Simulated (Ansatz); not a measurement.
Ansatz (a first-principles code) input:

Ansatz 0.2 input:
```yaml
crystal:
  lattice:
    - [-1.9118331097, 1.9118331097, 4.2842277154]
    - [1.9118331097, -1.9118331097, 4.2842277154]
    - [1.9118331097, 1.9118331097, -4.2842277154]
  atoms:
    - { symbol: Al, position: [0.5, 0.5, 0.0] }
    - { symbol: Al, position: [0.75, 0.25, 0.5] }
    - { symbol: Al, position: [0.25, 0.75, 0.5] }
    - { symbol: Nb, position: [0.0, 0.0, 0.0] }
kpoints:
  mp_grid: { grid: [11, 11, 11] }
  band_path:
    path:
      - [[0.0, 0.0, 0.0], [0.0, 0.0, 0.5], [0.25, 0.25, 0.25], [0.0, 0.5, 0.0], [0.0, 0.0, 0.0], [0.5, 0.5, -0.5], [0.2997845829, 0.7002154171, -0.2997845829]]  # Γ-X-P-N-Γ-M-S
      - [[-0.2997845829, 0.2997845829, 0.2997845829], [0.0, 0.0, 0.0]]  # S_0-Γ
      - [[0.0, 0.0, 0.5], [-0.0995691658, 0.0995691658, 0.5]]  # X-R
      - [[0.5, 0.5, -0.0995691658], [0.5, 0.5, -0.5]]  # G-M
    npoints: 8
basis: { xc_grid: 2 }
hamiltonian:
  xc: pbesol
  pseudopotentials: { kind: paw }
magnetization: { noncollinear: true, spin_orbit: true }
scf:
  n_extra_bands: 12
  convergence: { dr2_threshold: 0.0000000001 }
  occupations: { method: gaussian, width: 0.05 }
output: { eigenvalues: true }
```

Output (shortened):

```
Pseudopotentials: kind: paw_fr
Pseudopotential: Al, paw_fr, valence charge 3
Pseudopotential: Nb, paw_fr, valence charge 13
Functional definition: PBEsol
non-collinear run that drives no moment, with spin-orbit …
Crystal: 4 atoms, lattice volume = 62.637 Å³
Basis set: ecut = 420 eV, 1219 PW (Γ), exchange–correlation on 72×72×72 points (8 copies of the dense FFT grid, shifted against one another)
Bands: 34, of which v1, the nominal top of the filled ones, is band 22 counted from 1 (21 counted from 0)
Symmetry: 16 space group operations + 16 with time reversal
k-points: 126 of 1331
Projection manifold: j_resolved (fully-relativistic pseudo-atomic orbitals)
PAW frozen core: Al, regenerated for the run's functional, and the local potential with it
PAW frozen core: Nb, regenerated for the run's functional, and the local potential with it
Initial density: superposition of atomic densities (chi_scale 0.1, normalization cell, long waves kept (reshape's long-wave potential 0.00 eV rms))
Initial wavefunctions: pseudopotential atomic-orbital guess
Eigensolver: davidson
Functional: x = pbesol(κ = 0.804, μ = 0.12345679012345678), c = pbesol(β = 0.046)
SCF iter   1: F=—  HF=-6072.678418 eV  |F-HF|=—  |Δ(HF+E_count)|=         —  Δρ=5.72e-2  dr2=3.08e0  dr2_m=0.00e0 (ungated)  ethr=3.10e-3  |M|=0.00e0 ∫|m|=0.00e0 μB  |m|>n=0.0e0 m-floor=0.0e0 τ_xc=0.0e0  β_m=0.30  ⟨swp⟩=6.1  Hψ=11589  notcnv=0  defer=38
all-band conjugate gradients solve this SCF's bands
preconditioner: auto → Kerker (q_TF=auto, 2.292 Å⁻¹)
spin=Noncollinear: Kerker preconditioning applied to the charge; magnetization (m_x, m_y, m_z) channels mix plain (no charge-response kernel on spin).
SCF iter   2: F=—  HF=-6072.115236 eV  |F-HF|=—  |Δ(HF+E_count)|=   5.63e-1  Δρ=3.66e-2  dr2=1.03e0  dr2_m=0.00e0 (ungated)  ethr=3.10e-3  |M|=0.00e0 ∫|m|=0.00e0 μB  |m|>n=0.0e0 m-floor=0.0e0 τ_xc=0.0e0  β_m=0.51  ⟨swp⟩=2.7  Hψ=4048  notcnv=0  defer=744
SCF iter   3: F=—  HF=-6071.816902 eV  |F-HF|=—  |Δ(HF+E_count)|=   2.98e-1  Δρ=1.23e-2  dr2=1.12e-1  dr2_m=0.00e0 (ungated)  ethr=3.10e-3  |M|=0.00e0 ∫|m|=0.00e0 μB  |m|>n=0.0e0 m-floor=0.0e0 τ_xc=0.0e0  β_m=0.76  ⟨swp⟩=2.7  Hψ=3333  notcnv=0  defer=744
SCF iter   4: F=—  HF=-6071.783409 eV  |F-HF|=—  |Δ(HF+E_count)|=   3.35e-2  Δρ=4.45e-3  dr2=2.15e-2  dr2_m=0.00e0 (ungated)  ethr=5.08e-4  |M|=0.00e0 ∫|m|=0.00e0 μB  |m|>n=0.0e0 m-floor=0.0e0 τ_xc=0.0e0  β_m=0.88  ⟨swp⟩=2.5  Hψ=3428  notcnv=0  defer=776
SCF iter   5: F=—  HF=-6071.778399 eV  |F-HF|=—  |Δ(HF+E_count)|=   5.01e-3  Δρ=3.41e-4  dr2=5.94e-5  dr2_m=0.00e0 (ungated)  ethr=9.79e-5  |M|=0.00e0 ∫|m|=0.00e0 μB  |m|>n=0.0e0 m-floor=0.0e0 τ_xc=0.0e0  β_m=0.94  ⟨swp⟩=2.5  Hψ=3185  notcnv=0  defer=768
SCF iter   6: F=—  HF=-6071.778366 eV  |F-HF|=—  |Δ(HF+E_count)|=   3.26e-5  Δρ=7.16e-5  dr2=2.74e-6  dr2_m=0.00e0 (ungated)  ethr=2.70e-7  |M|=0.00e0 ∫|m|=0.00e0 μB  |m|>n=0.0e0 m-floor=0.0e0 τ_xc=0.0e0  β_m=0.97  ⟨swp⟩=2.4  Hψ=2996  notcnv=0  defer=768
SCF iter   7: F=—  HF=-6071.778366 eV  |F-HF|=—  |Δ(HF+E_count)|=   1.46e-7  Δρ=7.85e-6  dr2=3.50e-8  dr2_m=0.00e0 (ungated)  ethr=1.25e-8  |M|=0.00e0 ∫|m|=0.00e0 μB  |m|>n=0.0e0 m-floor=0.0e0 τ_xc=0.0e0  β_m=0.98  ⟨swp⟩=2.8  Hψ=3089  notcnv=0  defer=768
SCF iter   8: F=—  HF=-6071.778405 eV  |F-HF|=—  |Δ(HF+E_count)|=   3.92e-5  Δρ=1.28e-6  dr2=8.95e-10  dr2_m=0.00e0 (ungated)  ethr=1.59e-10  |M|=0.00e0 ∫|m|=0.00e0 μB  |m|>n=0.0e0 m-floor=0.0e0 τ_xc=0.0e0  β_m=0.99  ⟨swp⟩=1.8  Hψ=2563  notcnv=0  defer=768
SCF iter   9: F=-6071.778405 eV  HF=-6071.778405 eV  |F-HF|=9.09e-12  |Δ(HF+E_count)|=  2.42e-10  Δρ=2.05e-7  dr2=2.25e-11  dr2_m=0.00e0 (ungated)  ethr=1.00e-12  |M|=0.00e0 ∫|m|=0.00e0 μB  |m|>n=0.0e0 m-floor=0.0e0 τ_xc=0.0e0  ⟨swp⟩=8.5  Hψ=7843  notcnv=0
SCF 1 converged in 9 iterations: F = -6071.778405 eV  dr2 = 2.25e-11
NSCF: frozen V_eff on 76 k-points
SCF converged after 9 iterations
Magnetization: |M| = 0.0000 μB,  M = (+0.0000, +0.0000, +0.0000) μB
Absolute magnetization: 0.0000 μB (∫|m|)
  site 0: m = (+0.0000, +0.0000, +0.0000) μB, |m| = 0.0000 μB  (R = 1.12 Å)
  site 1: m = (+0.0000, +0.0000, +0.0000) μB, |m| = 0.0000 μB  (R = 1.12 Å)
  site 2: m = (+0.0000, +0.0000, +0.0000) μB, |m| = 0.0000 μB  (R = 1.12 Å)
  site 3: m = (+0.0000, +0.0000, +0.0000) μB, |m| = 0.0000 μB  (R = 1.12 Å)
Free energy (F): -6071.778405 eV
Harris-Foulkes:  -6071.778405 eV  (|F-HF|=9.09e-12)
Internal energy: -6071.777623 eV  (E = F + TS)
E sigma→0 (E₀):  -6071.778014 eV
Entropy (-TS):   -0.000782 eV (-0.196 meV/atom)
Fermi energy:    11.346793 eV
--- Per-component energies (eV) ---
  E_band       = -94.318365
  E_kinetic    = 467.217129
  E_local      = -1112.198174  (includes V_loc(G=0)·N_el)
  E_nonlocal   = 153.757032
  E_hartree    = 409.816292
  E_xc         = -294.456726
  E_vxc        = -302.302903  (∫ρ·V_xc dr)
  E_paw        = -4383.756804  (= ΣΔE_a)
  E_vpaw       = -120.424158  (= ΣTr[D̂ρ^β])
  E_aug_tail   = -0.000002  (compensation charges beyond the density's cutoff)
  E_ewald      = -1312.403455
  E_core_change = 0.247083  (= ΣΔE_core)
  E_smearing   = -0.000782  (= −TS)
  E_closure    = 0.000000  (closes the sum)
  Σ components = -6071.778405   (vs F -6071.778405, Δ=0.00e0)
  [band-id]    e_kinetic+e_local+e_nonlocal+2·e_hartree+e_vxc+e_vpaw+e_augmentation_tail = -94.318491   (vs E_band -94.318365, Δ=-1.26e-4)
--- Band table (eV; the first three rows and the last of 126) ---
  k-point 0: bands = ["-42.9879", "-42.9879", "-20.6022", "-20.6022", "-18.5486", "-18.5486", "-18.4473", "-18.4473", "0.9457", "0.9457", "7.5650", "7.5650", "8.5708", "8.5708", "8.6778", "8.6778", "9.2950", "9.2950", "9.3067", "9.3067", "11.4614", "11.4614", "12.9769", "12.9769", "13.1028", "13.1028", "13.3271", "13.3271", "13.6479", "13.6479", "15.8632", "15.8632", "15.9349", "15.9349"]
  k-point 1: bands = ["-42.9874", "-42.9874", "-20.6051", "-20.6051", "-18.5544", "-18.5544", "-18.4484", "-18.4484", "1.1293", "1.1293", "7.7299", "7.7299", "8.1739", "8.1739", "8.6450", "8.6450", "8.8304", "8.8304", "9.7518", "9.7518", "10.7087", "10.7087", "13.1812", "13.1812", "13.2863", "13.2863", "13.3273", "13.3273", "13.9516", "13.9516", "15.9416", "15.9416", "16.0499", "16.0499"]
  k-point 2: bands = ["-42.9861", "-42.9861", "-20.6127", "-20.6127", "-18.5697", "-18.5697", "-18.4514", "-18.4514", "1.6662", "1.6662", "7.7203", "7.7203", "7.9468", "7.9468", "8.1588", "8.1588", "8.5951", "8.5951", "9.4221", "9.4221", "10.1706", "10.1706", "13.0443", "13.0443", "13.5167", "13.5167", "13.5548", "13.5548", "14.9106", "14.9106", "15.4683", "15.4683", "16.2806", "16.2806"]
  k-point 125: bands = ["-42.9875", "-42.9875", "-20.6060", "-20.6060", "-18.5523", "-18.5523", "-18.4550", "-18.4550", "2.8218", "2.8218", "3.4600", "3.4600", "7.9481", "7.9481", "9.6897", "9.6897", "10.1717", "10.1717", "11.0152", "11.0152", "11.1750", "11.1750", "11.3165", "11.3165", "11.7800", "11.7800", "14.7079", "14.7079", "16.4415", "16.4415", "16.8356", "16.8356", "17.1233", "17.1233"]
  band table: 34 of 34 bands, residual norms ≤ 1.0e-3 eV
```

Cost: around 50 core-seconds (rough) on shared cores.

Space group I4/mmm. The workflow started from a Materials Project entry (that database holds measured and hypothetical structures alike); the Crystallography Open Database copy checked does not list it. With Al and Nb taken as one species the cell has the higher symmetry I4/mmm, so it may be an ordered model of a mixed-site phase. Its standing as an ambient phase is unchecked. Symmetry was held in the PBEsol relaxation; of distortions, only those at the zone centre were tested. The run is not spin-polarised. Axis ratios of metals converge slowly with the k-mesh, so a and c are less sure than the volume.

Potentials: the later of the program's two PAW sets.

Ansatz is a plane-wave DFT program.
